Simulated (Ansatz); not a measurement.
**VRhC4N4, before and after**

The guess for VRhC4N4 was made by a generator: stacked square cyanide-bridged sheets (P4/mmm, No. 123). The dimensions are guesses.

start.cif

```cif
data_structure
_symmetry_space_group_name_H-M 'P4/mmm'
_symmetry_Int_Tables_number 123
_cell_length_a 7.2047
_cell_length_b 7.2047
_cell_length_c 3.6492
_cell_angle_alpha 90.000
_cell_angle_beta 90.000
_cell_angle_gamma 90.000
_cell_volume 189.42
loop_
_atom_site_label
_atom_site_type_symbol
_atom_site_symmetry_multiplicity
_atom_site_Wyckoff_symbol
_atom_site_fract_x
_atom_site_fract_y
_atom_site_fract_z
_atom_site_occupancy
V1 V 1 c 0.50000 0.50000 0.00000 1
Rh1 Rh 1 a 0.00000 0.00000 0.00000 1
C1 C 4 j 0.18814 0.81186 0.00000 1
N1 N 4 j 0.30297 0.69703 0.00000 1
```

These are results of DFT PBE, scalar-relativistic, plane waves, PAW (Ansatz), not measurements. Cutoff 420 eV, Gaussian smearing, Γ-centred meshes. Cell and atoms relax first on a coarse mesh and then on a finer one. In between, the cell is made exact in the group found at 0.06 Å. In metals the finer mesh still leaves noise of several meV/atom or more. The steps can't lower the symmetry of their start. Collinear spin, starting moments V 2.0; Rh 1.0 μB.

end.cif

```cif
data_structure
_symmetry_space_group_name_H-M 'P4/mmm'
_symmetry_Int_Tables_number 123
_cell_length_a 7.2177
_cell_length_b 7.2177
_cell_length_c 3.0591
_cell_angle_alpha 90.000
_cell_angle_beta 90.000
_cell_angle_gamma 90.000
_cell_volume 159.36
loop_
_atom_site_label
_atom_site_type_symbol
_atom_site_symmetry_multiplicity
_atom_site_Wyckoff_symbol
_atom_site_fract_x
_atom_site_fract_y
_atom_site_fract_z
_atom_site_occupancy
V1 V 1 c 0.50000 0.50000 0.00000 1
Rh1 Rh 1 a 0.00000 0.00000 0.00000 1
C1 C 4 j 0.19273 0.80727 0.00000 1
N1 N 4 j 0.30811 0.69189 0.00000 1
```

The symmetry stays P4/mmm (No. 123). The volume per atom shrinks by 15.9 %, from 18.9 to 15.9 Å³. The shortest distance goes from 1.17 Å (C–N) to 1.18 Å (C–N). The ratio c/a of the conventional cell changes by a factor of 0.84.

```
Volume per atom                            : 15.94 Å³
Density                                    : 2.69 g/cm³
Formation energy                           : +0.23 eV/atom
Gap on the 6×6×12 mesh of the 10-atom cell : 0 eV (a metal)
Net moment per atom                        : 0.13 μB
Moment by site                             : V 0.9 μB
```

Formation energies are uncorrected and refer to the elements' standard structures at the same level (N₂ as a molecule). The separate elements lie lower, so it is unstable against them.

The last run used collinear spin and Gaussian smearing of 0.10 eV. The reference form of C is held partly by dispersion forces, which this level lacks. The magnetic state reached may not be the lowest. Symmetry constrained the relaxation, so the result can be a saddle point. In all, the 3 runs took 17 min on 1 thread of Intel(R) Xeon(R) Platinum 8488C (Sapphire Rapids), with other jobs on the host. Site moments count only spheres around the atoms; the net moment includes the space between them.
